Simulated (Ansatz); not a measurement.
The slice is one period of a {100} plane through atoms; its size isn't given.

All values below come from PBEsol (plane waves to 420 eV, PAW, scalar-relativistic; Ansatz, a quantum-chemistry and plane-wave program). Near the nuclei the fields are pseudised (PAW); where an atom keeps semicore shells as valence, they peak there.

```
|-+*####**+++=========+++**####*+|
|**#####**+++=========+++**#####*|
|######***+++=========+++***#####|
|######***+++=========+++***#####|
|#####***+++++++++++++++++***####|
|###*****+++++++++++++++++*****##|
|*******+++++++++*+++++++++******|
|*****+++++++*********+++++++****|
|*++++++++++***#####***++++++++++|
|++++++++++**###%%%###**+++++++++|
|+++++++++**##%%%%%%%##**++++++++|
|=====+++**##%%%@@@%%%##**+++====|
|=====+++**#%%@@@@@@@%%#**+++====|
|=====+++*##%%@@@@@@@%%##*+++====|
|=====+++*#%%@@@@@@@@@%%#*+++====|
|=====++**#%%@@@@@@@@@%%#**++====|
|=====+++*#%%@@@@@@@@@%%#*+++====|
|=====+++*##%%@@@@@@@%%##*+++====|
|=====+++**#%%@@@@@@@%%#**+++====|
|=====+++**##%%%@@@%%%##**+++====|
|+++++++++**##%%%%%%%##**++++++++|
|++++++++++**###%%%###**+++++++++|
|*++++++++++***#####***++++++++++|
|*****+++++++*********+++++++****|
|*******+++++++++*+++++++++******|
|###*****+++++++++++++++++*****##|
|#####***+++++++++++++++++***####|
|######***+++=========+++***#####|
|######***+++=========+++***#####|
|**#####**+++=========+++**#####*|
|-+*####**+++=========+++**####*+|
| -*####***++=========++***####*-|
```
Scale: ten equal steps from -3.00 (start of ' ') to 1.32 (end of '@'), in the order ' .:-=+*#%@'. Values: log₁₀ of the valence density in e/Å³. The map has 32 points along u (one character each, u = 0 at the left) and 32 along v (v = 0 in the bottom row). The scale is logarithmic, as a density can span decades between atoms and voids; values under 0.001 e/Å³ are set to 0.001.

```
|xxxxx@@@@%*=:       :=*%@@@@xxxx|
|xxxx@@@@@%+-.       .-+%@@@@@xxx|
|xxx@@@@@%#=:.       .:=#%@@@@@xx|
|xx@@@@@@#+-.         .-+#@@@@@@x|
|@@@@@@@%*-:.         .:-*%@@@@@@|
|@@@@@@%*=:.   .....   .:=*%@@@@@|
|@@@@@%*=:.  ....:....  .:=*%@@@@|
|@@@%#*=:.  ..::---::..  .:=*#%@@|
|%%%#+-:.  .::--===--::.  .:-+#%%|
|**+=-:.  .:-==+++++==-:.  .:-=+*|
|==-:..  .:-=++*****++=-:.  ..:-=|
|::..   ..:=++**xxx**++=:..   ..:|
|       .:-=+**xxxxx**+=-:.      |
|      ..:-+**xxxxxxx**+-:..     |
|      ..-=+*xxxxxxxxx*+=-..     |
|      .:-=+*xxxxxxxxx*+=-:.     |
|      ..-=+*xxxxxxxxx*+=-..     |
|      ..:-+**xxxxxxx**+-:..     |
|       .:-=+**xxxxx**+=-:.      |
|::..   ..:=++**xxx**++=:..   ..:|
|==-:..  .:-=++*****++=-:.  ..:-=|
|**+=-:.  .:-==+++++==-:.  .:-=+*|
|%%%#+-:.  .::--===--::.  .:-+#%%|
|@@@%#*=:.  ..::---::..  .:=*#%@@|
|@@@@@%*=:.  ....:....  .:=*%@@@@|
|@@@@@@%*=:.   .....   .:=*%@@@@@|
|@@@@@@@%*-:.         .:-*%@@@@@@|
|xx@@@@@@#+-.         .-+#@@@@@@x|
|xxx@@@@@%#=:.       .:=#%@@@@@xx|
|xxxx@@@@@%+-.       .-+%@@@@@xxx|
|xxxxx@@@@%*=:       :=*%@@@@xxxx|
|xxxxx@@@@%*=:       :=*%@@@@xxxx|
```
Scale: ten equal steps from 0.04 (start of ' ') to 0.87 (end of '@'), in the order ' .:-=+*#%@'. Values: electron localisation function (ELF). The map has 32 points along u (one character each, u = 0 at the left) and 32 along v (v = 0 in the bottom row). Points within 0.5 Å of a nucleus are blanked (x), as the pseudised field means little there.

Question: Which relaxed crystal do these maps come from?
A) VN (rock salt)
B) NbN (rock salt)
C) AgCl (rock salt)
D) KBr (rock salt)

Answer: C, AgCl (rock salt). Atoms on the slice: Cl at (0.00, 0.00); Ag at (0.50, 0.50)

All were relaxed with their symmetry unable to fall. NbN is run without spin polarisation. This is a high-temperature form of NbN. VN is run without spin polarisation.
